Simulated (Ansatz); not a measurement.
MgO (started from an entry of an open crystallographic database), relaxed with r2SCAN: 9 runs in the PAW code Ansatz, each a construction of maximally localised Wannier functions. It is cubic, Fm-3m (No. 225); conventional cell a = 4.204 Å, 9.29 Å³ an atom. Mg is surrounded by 6 O at 2.10 Å; O is surrounded by 6 Mg at 2.10 Å. The values are computed, spin-unpolarised, and not measurements.

```
CELL_PARAMETERS angstrom
0.00000 2.10217 2.10217
2.10217 0.00000 2.10217
2.10217 2.10217 0.00000
ATOMIC_POSITIONS crystal
Mg 0.00000 0.00000 0.00000
O 0.50000 0.50000 0.50000
```

Windows count from the top of the filled bands; a dash means that no such window was set (without an outer window there is no disentanglement). Rows marked drawn have settings drawn at random (some not listed).

| functional | SCF mesh | trial orbitals | functions | mesh | window (eV) | frozen (eV) | settings | Ω total (Å²) | Ω invariant (Å²) | largest spread (Å²) | least projectability | interpolation miss of the model's filled bands (eV, to the nearest computed level) |
| --- | --- | --- | --- | --- | --- | --- | --- | --- | --- | --- | --- | --- |
| PBE | 8×8×8 | O s, O p | 4 | 8×8×8 | – | – | chosen | 2.75 | 2.26 | 0.69 | 0.94 | 0.006 |
| PBE | 8×8×8 | O s, O p | 4 | 6×6×6 | – | – | chosen | 2.70 | 2.21 | 0.67 | 0.94 | 0.029 |
| PBE | 8×8×8 | O s, O p | 4 | 10×10×10 | – | – | chosen | 2.77 | 2.28 | 0.69 | 0.94 | 0.002 |
| PBE | 8×8×8 | O p | 3 | 8×8×8 | – | – | chosen | 2.70 | 2.69 | 0.90 | 0.90 | 0.006 |
| r2SCAN | 8×8×8 | O s, O p | 4 | 8×8×8 | – | – | chosen | 2.66 | 2.18 | 0.67 | 0.95 | 0.004 |
| r2SCAN | 8×8×8 | O p | 3 | 8×8×8 | – | – | chosen | 2.62 | 2.61 | 0.87 | 0.91 | 0.004 |
| HSE06 | 8×8×8 | O s, O p | 4 | 8×8×8 | – | – | chosen | 2.66 | 2.18 | 0.67 | 0.95 | – |
| PBE | 8×8×8 | O s, O p | 4 | 3×3×3 | – | – | drawn | 2.37 | 1.92 | 0.59 | 0.95 | 0.404 |
| PBE | 8×8×8 | O p (loose tolerance) | 3 | 8×8×8 | – | – | drawn | 2.70 | 2.69 | 0.90 | 0.90 | 0.006 |

For O s, O p with PBE the spread goes 2.70 Å² (6×6×6), 2.75 Å² (8×8×8), 2.77 Å² (10×10×10): finite differences on a coarse mesh understate it.
